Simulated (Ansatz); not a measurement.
**Ta₄C₃ (Pm-3m), ideal shear of a crystal plane**

Theory: DFT r2SCAN, scalar-relativistic, plane waves, PAW (Ansatz 0.2.0). Cutoff 500 eV, Γ-centred 9×9×5 k-points, Gaussian smearing of 0.15 eV. Spin–orbit coupling is left out, which can shift energies with elements as heavy as these. No spin polarisation. Energies are free energies at this smearing, counted from the undisturbed cell; pressure is positive in compression.

Zero of the scan (relaxed at this level; it needn't be the usual structure):

```
Ta C
1.0
     0.00000   -4.42479    0.00000
     0.00000    0.00000   -4.42479
     8.84959    0.00000    0.00000
Ta C
8 6
Cartesian
  7.7434 -2.2124 -2.2124
  3.3186 -2.2124 -2.2124
  1.1062 0.0000 -2.2124
  5.5310 0.0000 -2.2124
  1.1062 -2.2124 0.0000
  5.5310 -2.2124 0.0000
  3.3186 0.0000 0.0000
  7.7434 0.0000 0.0000
  1.1062 0.0000 0.0000
  5.5310 0.0000 0.0000
  7.7434 -2.2124 0.0000
  3.3186 -2.2124 0.0000
  3.3186 0.0000 -2.2124
  7.7434 0.0000 -2.2124
```

The cut lies on the cell's a–b face, a (1 0 0) plane (indices in the standard cell, whose axes needn't be the Cartesian ones shown) of area 19.58 Å², between layers 2.21 Å apart. Vector c is tilted by f times 1·a − 1·b (length 6.258 Å) with the atoms' Cartesian places fixed: one unrelaxed fault a cell. The traction is dγ/du, the slope of γ against the slip u in Å. Some rows repeat others by symmetry and weren't run.

| f | γ (mJ/m²) | traction (GPa) |
| --- | --- | --- |
| 0.0000 | 0 | 0.0 |
| 0.0833 | 788 | 28.0 |
| 0.1667 | 2426 | 29.6 |
| 0.2500 | 3279 | -0.5 |
| 0.3333 | 2313 | -32.5 |
| 0.4167 | 526 | -30.8 |
| 0.5000 | -362 | 0.0 |
| 0.5833 | 526 | 30.8 |
| 0.6667 | 2313 | 32.5 |
| 0.7500 | 3279 | 0.5 |
| 0.8333 | 2426 | -29.6 |
| 0.9167 | 788 | -28.0 |

Q: Read off the first barrier and the stress needed to climb it, and compare with Frenkel's sinusoid.

A: The first sampled maximum lies at f = 0.250, a slip of 1.56 Å, with γ ≈ 3279 mJ/m², which stands in for the unstable fault energy γ_us, and the steepest sampled slope before it is 29.6 GPa. A sinusoid γ = γ_us sin²(πu/λ) with its maximum there has λ = 3.13 Å and a largest slope πγ_us/λ = 32.9 GPa (1 mJ/m² per Å = 0.01 GPa).

Q: Is there a metastable fault on this line?

A: The samples dip to a local minimum of -362 mJ/m² at f = 0.500. It lies at or under the start, so the start isn't the lowest stacking here: the two are rival polytypes.

The cut is rigid; relaxing the faces lowers these energies and usually the stresses.

In a metal these slopes depend on the k mesh and the smearing.

Cost: 7 runs of about 25 core-minutes in all, on Oxide Virtual Turin-like Processor (Zen 5) (shared hosts).